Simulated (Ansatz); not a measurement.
## One run on HoHg (Pm-3m): spin–orbit coupling, moments along [001]

All numbers below come from DFT, LDA, all-electron LAPW, Dirac equation with spin-orbit coupling in Ansatz 0.2.0.

Command: `ansatz run input.yaml --threads 3 --pin off --max-ram 6144MiB --backend cpu --events-out ev --progress --plain --runs-dir out`

The folder start holds the state saved by an earlier run of the same cell, from which the iterations begin.

```yaml
crystal:
  lattice:
    - [3.646, 0.0, 0.0]
    - [0.0, 3.646, 0.0]
    - [0.0, 0.0, 3.646]
  atoms:
    - { symbol: Ho, position: [0.5, 0.5, 0.5], spin: 3.5, spin_axis: [0.0, 0.0, 1.0] }
    - { symbol: Hg, position: [0.0, 0.0, 0.0] }
magnetization:
  noncollinear: true
  spin_orbit: true
kpoints:
  mp_grid: { grid: [7, 7, 7] }
scf:
  occupations: { method: fermi_dirac, width: 0.05 }
  convergence: { dr2_threshold: 1.0e-08 }
  max_iter: 60
hamiltonian:
  xc: lda
  pseudopotentials: { kind: all_electron, lapw: { basis_error: 0.00025 } }
output:
  eigenvalues: false
  hubbard: { sites: [{ species: Ho, l: f }] }
checkpoint:
  write: state
  compress: false
  write_every: 100000
  read: start
```

Output:

```
Warning: checkpoint.read: spin treatment differs: saved collinear, current noncollinear; the saved charge density seeds this run and the saved magnetisation is not carried: the magnetisation starts from this deck's starting moments; the saved density holds an absolute magnetisation of 3.7e0 μB; saved orbitals, DFT+U occupations, PAW projector densities and the kinetic-energy density are not carried
Warning: checkpoint.read: this run does not keep the saved density whole: its symmetry group (8 unitary and 8 antiunitary operations, among those of the magnetic group BNS 123.345 as this input orients it) does not hold it: RMS lost 8.34e-4 e/Å³; density tolerance 1.0e-4; the SCF starts from the saved density, and no density that it builds holds that part; to read the state as it was made, give th …
settings of this run that can trade accuracy for cost: output.eigenvalues: false. Do not mix this run's numbers with those of runs without the same settings; the input reference describes each key
Ho: projections on atomic orbitals take those of the free atom 1s2 2s2 2p6 3s2 3p6 3d10 4s2 4p6 4d10 4f11 5s2 5p6 5d0 6s2, of charge +0.00 (hamiltonian.pseudopotentials.projection_atoms)
Hg: projections on atomic orbitals take those of the free atom 1s2 2s2 2p6 3s2 3p6 3d10 4s2 4p6 4d10 4f14 5s2 5p6 5d10 6s2, of charge +0.00 (hamiltonian.pseudopotentials.projection_atoms)
LAPW: plane waves up to 7.944 Å⁻¹, error target 2.5e-4 eV per atom; Dirac's equation on spinors; Ho in spheres of 1.603 Å, 37 of its electrons in bands; Hg in spheres of 1.555 Å, 34 of its electrons in bands (how accurate: hamiltonian.pseudopotentials.lapw.basis_error, Limitations)
Engine: ansatz 0.2.0
Pseudopotentials: kind: all_electron
Pseudopotential: Ho, LAPW, valence charge 37, lapw/all_electron/dirac/gaussian/Ho, Dirac's equation, gaussian nucleus
Pseudopotential: Hg, LAPW, valence charge 34, lapw/all_electron/dirac/gaussian/Hg, Dirac's equation, gaussian nucleus
Functional definition: SPW92
  exchange = slater_x
  correlation = pw_c
Crystal: 2 atoms, lattice volume = 48.467 Å³
Basis set: ecut = 240.45260084506805 eV, 437 PW (Γ), exchange–correlation at level 2
Bands: 86, of which v1, the nominal top of the filled ones, is band 71 counted from 1 (70 counted from 0)
Symmetry: 8 space group operations + 8 with time reversal
Magnetic group: BNS 123.345 (UNI 1005), of the structure as read, at distance tolerance 3.6e-5 Å
k-points: 40 of 343 (time reversal used)
Non-local potential: Ho, projectors of the file, none
Non-local potential: Hg, projectors of the file, none
Initial density: the charge density (read from a saved state, or passed on in memory by this solve's first SCF, by the result behind which a high-spin start is tried, by an earlier step or by the calling program), spin-split by the starting moments, if any
[...]
Free energy (F): -878005.726162 eV
Harris-Foulkes:  -878005.726162 eV  (|F-HF|=3.49e-10)
Internal energy: -878005.676272 eV  (E = F + TS)
E sigma→0 (E₀):  -878005.701217 eV
Entropy (-TS):   -0.049889 eV (-24.945 meV/atom)
Fermi energy:    18.349440 eV
--- Per-component energies (eV) ---
  E_band       = -4349.408963
  E_kinetic    = 993805.493779
  E_xc         = -17051.877159
  E_electrostatic = -1854759.292892  (all electrons and nuclei)
  E_smearing   = -0.049889  (= −TS)
  E_closure    = 0.000000  (closes the sum)
  E_atoms      = -877997.618448  (free atoms, spherical and without spin; not in F)
  Σ components = -878005.726162   (vs F -878005.726162, Δ=0.00e0)
  Basis errors (estimates in eV, not in F): energy 7.8e-5 per atom: plane waves 5.6e-5 (2.9e-5 summed), levels above the bands 1.9e-51, relativity 9.2e-9, radial functions 2.1e-5, core shells 3.1e-7; eigenvalues (radial functions only) 4.3e-7; not estimated: angular momenta, meshes, grids; target (lapw.basis_error) 2.5e-4; muffin-tin radii Ho 1.603 Å, Hg 1.555 Å
--- Occupation matrices: 1 shell (Löwdin-built; ε = 2.00e-2, provisional) ---
  Ho0 f_4F: site group Oh (m-3m)
  Ho0 f_4F spinor Tr n = 10.5406  λ = 0.031 0.052 0.083 0.472 0.952 0.978 0.988 0.996 0.997 0.998 0.998 0.998 0.998 0.998  [x(x2-3y2) 0.49 (T1u 0.52) G3/2u(0.66) | z(x2-y2) 0.67 (T2u 0.67) E5/2u(0.57) | z3 0.95 (T1u 0.97) G3/2u(0.53) | xz2 0.47 (T2u 0.77) G3/2u(0.54) | xyz 0.66 (A2u 0.66) E5/2u(0.69) | 9× xz2 0.16 (T1u 0.48) G3/2u(0.61)]
  Tr n, λ and their labels are of the run-group-symmetrised matrices; stabiliser: 16 of 96 elements of G0×{1,Θ} (closed), max defect 4.4e-15 at τ = 4.2e-3
settings of this run that can trade accuracy for cost: output.eigenvalues: false. Do not mix this run's numbers with those of runs without the same settings; the input reference describes each key
```

Site moments (μB): Ho1 (0.00, 0.00, 3.32); Hg2 (0.00, 0.00, -0.02). Cell moment 3.30 μB.

Without U a semilocal functional puts the f levels too near the Fermi level, which can change moments and the order of magnetic states; site and cell moments are spin moments. In at least one run the program's final test of stability wasn't made or came to no verdict. With open f shells a run can end in a state that isn't the lowest. The state reached may lie above the lowest one, so it isn't offered as the ground state. The magnetic state is the one that this cell and start allow. It needn't be the compound's measured order, which may need a larger cell or be absent.

It took 6.6 min on 3 threads of Arm Neoverse V2, with other jobs on the host, peak memory 1.1 GiB.
